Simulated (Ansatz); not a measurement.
Theory: DFT PBE, scalar-relativistic, plane waves, PAW, and for the lanthanide a 4f-in-core norm-conserving potential, in Ansatz. The screen uses 630 eV, coarse Γ-centred meshes (up to 0.6 Å⁻¹ on the start cell), Gaussian smearing of 0.2 eV, tolerances of 0.08 eV/Å and 0.8 GPa and 16 steps at most, with the symmetry of each start kept. No spin polarisation. Energies are free energies per atom, good to about 0.1 eV/atom between metallic cells, end volumes are rough, and groups of ends are read at 0.1 Å.

Two trial cells of Dy₅C, not yet relaxed:

Cell 1.

```cif
data_structure
_symmetry_space_group_name_H-M 'Immm'
_symmetry_Int_Tables_number 71
_cell_length_a 5.4154
_cell_length_b 6.3287
_cell_length_c 8.8798
_cell_angle_alpha 90.000
_cell_angle_beta 90.000
_cell_angle_gamma 90.000
_cell_volume 304.33
loop_
_atom_site_label
_atom_site_type_symbol
_atom_site_symmetry_multiplicity
_atom_site_Wyckoff_symbol
_atom_site_fract_x
_atom_site_fract_y
_atom_site_fract_z
_atom_site_occupancy
Dy1 Dy 8 k 0.75000 0.75000 0.75000 1
Dy2 Dy 2 a 0.00000 0.00000 0.00000 1
C1 C 2 b 0.50000 0.00000 0.00000 1
```

Cell 2.

```cif
data_structure
_symmetry_space_group_name_H-M 'Immm'
_symmetry_Int_Tables_number 71
_cell_length_a 5.6900
_cell_length_b 6.9251
_cell_length_c 7.2721
_cell_angle_alpha 90.000
_cell_angle_beta 90.000
_cell_angle_gamma 90.000
_cell_volume 286.55
loop_
_atom_site_label
_atom_site_type_symbol
_atom_site_symmetry_multiplicity
_atom_site_Wyckoff_symbol
_atom_site_fract_x
_atom_site_fract_y
_atom_site_fract_z
_atom_site_occupancy
Dy1 Dy 4 e 0.72563 0.00000 0.00000 1
Dy2 Dy 4 g 0.50000 0.79011 0.50000 1
Dy3 Dy 2 c 0.00000 0.00000 0.50000 1
C1 C 2 a 0.00000 0.00000 0.00000 1
```

Question: Compare their energies before and after the relaxation.

Answer: As given, cell 1 is lower by 2.03 eV/atom. Relaxed, cell 2 is lower by 0.78 eV/atom, so the order turns round. Cell 1 goes from Immm at 25.4 Å³/atom to I4/mmm at 26.9 Å³/atom and gains 0.43 eV/atom. Cell 2 goes from Immm at 23.9 Å³/atom to Immm at 28.4 Å³/atom and gains 3.24 eV/atom. The closest pair in cell 1 goes from Dy–C and Dy–Dy at 2.71 Å to Dy–C and Dy–Dy at 2.97 Å. The closest pair in cell 2 goes from Dy–C at 1.56 Å to Dy–C at 2.36 Å. At the end: counting Dy atoms around C (those within 1.25 times the shortest such distance or 1.15 times the sum of covalent radii, 1.27 where that leaves under three; a plus sign parts nearer from farther groups), cell 1 has C 8+2 and cell 2 has C 6.

The lanthanide is trivalent by construction, without f bands, f moments or other valences.
